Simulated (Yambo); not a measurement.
LiTaS2: sweep of GW parameters

G0W0@PBEsol for LiTaS2 (space group P6_3/mmc, No. 194) in Yambo. Reference settings: 6×6×1 Γ-centred k mesh, bands 5 to 185 and a 7 Ry block in the screening, 185 bands in G with the Bruneval-Gonze terminator, plasmon pole fitted at 27.2 eV. The PBEsol gap Γ → (0.167, 0.167, 0) on this mesh is 0.70 eV; G0W0 gaps are taken between the same points.

```tsv
change from the reference	G0W0 gap Γ → (0.167, 0.167, 0) (eV)	shift of the valence edge (eV)	rough Yambo cost
reference settings	1.01	0.09	1
75 bands in W, 75 bands in G	1.02	0.46	about 1/3
122 bands in G	1.01	0.11	–
90 bands in W	1.02	0.28	within a factor of two
2 Ry block	0.92	0.37	within a factor of two
6 Ry block	1.00	0.11	within a factor of two
75 bands in G, no terminator	0.94	0.95	–
122 bands in G, no terminator	0.97	0.52	–
no terminator	0.99	0.30	–
```

The reference isn't shown to be the converged limit. Costs are rough (shared machines), scaled to the same edge states, and given only for runs that recompute the screening.

Spin-orbit coupling is left out, which matters for elements this heavy: edges can move by tenths of an eV.

Geometry of the Materials Project entry, not relaxed at this level; primitive cell a = 3.3486 Å, b = 3.3486 Å, c = 12.8881 Å, α = 90.00°, β = 90.00°, γ = 120.00°.

The structure is a Materials Project entry; no match was found in the copy of COD used, and its stability was not checked.

A shift is the quasiparticle energy of the state minus its PBEsol energy.
